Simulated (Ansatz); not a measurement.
NaAu₂:
```
NaAu2
1.0
    0.00000     3.92545     3.92545
    3.92545     0.00000     3.92545
    3.92545     3.92545     0.00000
Na Au
2 4
Direct
  0.25000   0.25000   0.25000
  0.00000   0.00000   0.00000
  0.62500   0.12500   0.62500
  0.62500   0.62500   0.62500
  0.12500   0.62500   0.62500
  0.62500   0.62500   0.12500
```

Relaxed with r²SCAN. Special points in fractions of this cell's reciprocal vectors: Γ (0.000, 0.000, 0.000); X (0.500, 0.000, 0.500); U (0.625, 0.250, 0.625); K (0.375, 0.375, 0.750); L (0.500, 0.500, 0.500); W (0.500, 0.250, 0.750).

Problem. List the band energies nearest the Fermi level at these points for r²SCAN in the plane-wave PAW code Ansatz.

Solution. In eV from the Fermi level; about four levels below and three above (degenerate sets whole), none deeper than 8.9 eV; points with the same levels are listed once.

```csv
k,below,above
Γ,-3.19 -3.19 -1.58 -1.58 -1.58,0.22 1.12 1.12 1.12
X,-3.28 -3.28 -3.20 -3.20,0.58 0.58 0.95 0.95
U,-3.29 -3.13 -2.82 -1.38,0.77 1.12 3.71
L,-3.28 -3.28 -3.16 -3.16 -1.58,0.63 1.95 1.95
W,-2.71 -2.71 -1.04 -1.04,3.67 3.67 4.32 4.32
```

Space group Fd-3m (cubic Laves (MgCu2 type)). The first step of the workflow began from a Materials Project structure, measured or hypothetical; the Crystallography Open Database files this formula in space group No. 227, but the cells were not matched. Whether it is the stable phase at ambient conditions was not checked. The cell was relaxed with r²SCAN under the symmetry of its start; its stability against distortions is not shown here. Scalar-relativistic: spin–orbit coupling is off unless named, which matters more the heavier the elements.

Potentials: the later of the program's two PAW sets.
